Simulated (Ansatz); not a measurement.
**Relaxing a structure of SnO**

The start is a generated trial cell of SnO in the AFLOW prototype AB_oP8_62_c_c (B27, as in FeB). Cell shape, volume and atoms are optimised at zero target pressure with r2SCAN (plane waves to 500 eV, PAW, scalar-relativistic; Ansatz, a quantum-chemistry and plane-wave program). The first steps use a coarse 4×6×5 k-mesh.

Starting cell:
```yaml
crystal:
  lattice:
    - [6.90832, 0.00000, 0.00000]
    - [0.00000, 3.70372, 0.00000]
    - [0.00000, 0.00000, 5.09544]
  atoms:
    - { symbol: Sn, position: [0.82000, 0.25000, 0.12500] }
    - { symbol: Sn, position: [0.32000, 0.25000, 0.37500] }
    - { symbol: Sn, position: [0.18000, 0.75000, 0.87500] }
    - { symbol: Sn, position: [0.68000, 0.75000, 0.62500] }
    - { symbol: O, position: [0.12500, 0.25000, 0.69000] }
    - { symbol: O, position: [0.62500, 0.25000, 0.81000] }
    - { symbol: O, position: [0.87500, 0.75000, 0.31000] }
    - { symbol: O, position: [0.37500, 0.75000, 0.19000] }
```

Question: How large is the pressure on the unrelaxed cell, and of which sign?

Answer: +13.2 GPa (positive: the cell is compressed).

Question: Which atoms feel the largest initial force, and how large is it?

Answer: 0.99 eV/Å, on Sn1, Sn2, Sn3, Sn4 (atoms numbered as listed).

Question: What symmetry does the relaxed structure have?

Answer: The space group goes from Pnma (No. 62) to P4/nmm (No. 129); the end is AFLOW prototype AB_tP4_129_a_c (B10, as in PbO), with 4 atoms in the primitive cell.

Question: How much energy is released per atom?

Answer: 0.86 eV/atom.

Question: How does the volume per atom move from start to end?

Answer: +9.9 %, from 16.30 to 17.91 Å³/atom.

Question: How do the shortest distances between atoms change?

Answer: The closest pairs of elements (up to four, under 3.6 Å), start → end: O–Sn 2.10 → 2.22 Å; O–O 3.19 → 2.69 Å; Sn–Sn 3.29 → 3.54 Å.

Question: Is the relaxed structure metallic? Give its gap.

Answer: 0.37 eV, indirect (valence top at Γ, conduction bottom at M) (no spin-orbit coupling).

Question: Write out the relaxed structure.

Answer: 
Space group P4/nmm, origin choice 1 (No. 129); a = 3.808 Å, b = 3.808 Å, c = 4.942 Å, α = 90.00°, β = 90.00°, γ = 90.00°

| atom | site | symmetry | x | y | z |
|---|---|---|---|---|---|
| Sn | 2c | 4mm | 0.5000 | 0.0000 | 0.2679 |
| O | 2b | -4m2 | 0.5000 | 0.5000 | 0.5000 |

Final values are on a 9×9×7 k-mesh of the relaxed cell. No spin polarisation in the result.

The run could not lose the symmetry of its start.

The first start was generated by placing the elements on the sites of a structure type. A measured structure of SnO has the same space group, P4/nmm (No. 129); the sites were not compared with it.
